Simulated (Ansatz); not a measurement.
Relaxed-ion elastic tensor of TaW (rock salt, space group No. 225) in GPa (Voigt order), DFT-r²SCAN in the program Ansatz with PAW potentials; density 15.87 g/cm³, 19.08 Å³ per atom.

```json
[
 {"": "1", "1": "508", "2": "26.7", "3": "26.7", "4": "0.0", "5": "0.0", "6": "0.0"},
 {"": "2", "1": "26.7", "2": "508", "3": "26.7", "4": "0.0", "5": "0.0", "6": "0.0"},
 {"": "3", "1": "26.7", "2": "26.7", "3": "508", "4": "0.0", "5": "0.0", "6": "0.0"},
 {"": "4", "1": "0.0", "2": "0.0", "3": "0.0", "4": "-90.9", "5": "0.0", "6": "0.0"},
 {"": "5", "1": "0.0", "2": "0.0", "3": "0.0", "4": "0.0", "5": "-90.9", "6": "0.0"},
 {"": "6", "1": "0.0", "2": "0.0", "3": "0.0", "4": "0.0", "5": "0.0", "6": "-90.9"}
]
```

**Question.** Is the crystal mechanically stable?

**Answer.** No: the smallest eigenvalue of C is -90.9 GPa.

Space group Fm-3m (rock salt). The start of the workflow was typed in or built on a structure type; neither database checked (COD, Materials Project) lists it. Whether it is the stable phase at ambient conditions was not checked. Symmetry was held in the r²SCAN relaxation. At this level the phase is mechanically unstable. No spin polarisation was allowed. Its formation energy is positive at this level, so the cell may be metastable or incomplete. As this level gives no gap, shear constants depend on the k-mesh and smearing (Fermi–Dirac, 0.1 eV here). Scalar-relativistic: spin–orbit coupling is off unless named, which matters more the heavier the elements.

Potentials: the earlier of the program's two PAW sets.
